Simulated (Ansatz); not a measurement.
The elements of this relaxed trial crystal are hidden behind letters.

```
lattice vectors (Å)
   0.0000    3.1598    3.1598
   3.1598    0.0000    3.1598
   3.1598    3.1598    0.0000
fractional positions
X 0.0000 0.0000 0.0000
Z 0.2500 0.2500 0.2500
Z 0.7500 0.7500 0.7500
Z 0.5000 0.5000 0.5000
```

The calculation used DFT PBE, scalar-relativistic, plane waves, PAW (Ansatz 0.2.0). Settings of the last relaxation (4-atom cell): 420 eV, 12×12×12 k points, Gaussian smearing of 0.10 eV, no spin polarisation.

```
Space group                                 : Fm-3m (No. 225)
Conventional cell                           : a = 6.320 Å
Volume per atom                             : 15.77 Å³
Density                                     : 15.22 g/cm³
Formation energy                            : +0.15 eV/atom
Gap on the 12×12×12 mesh of the 4-atom cell : 0 eV (a metal)
```

Energies are uncorrected and count from the elements' standard states at the same level.

Problem. X is a p-block element of period 3 and Z is a d-block element of period 6. Which elements are they?

Solution. X = Al, Z = W, so the formula is AlW3, here in the BiF3 (D0_3) type. Density times volume gives a mean mass of 15.22 × 15.77/1.6605 = 144.5 u per atom, and this set has 144.6 u. Al has 8 W at 2.74 Å and 6 W at 3.16 Å; around W on a site of symmetry -43m lie 4 Al at 2.74 Å, 4 W at 2.74 Å and 6 W at 3.16 Å; W on a site of symmetry m-3m has 8 W at 2.74 Å and 6 Al at 3.16 Å. Other sets within the hints have nearly the same mass, so mass alone doesn't settle it; this one was computed.

These runs have no spin–orbit coupling, which can matter for W. A structure relaxed within its symmetry needn't be a true minimum. Another cell of AlW3 relaxed alike, in P4/mmm, lies 14 meV/atom lower, so this cell isn't the stable form at this level.
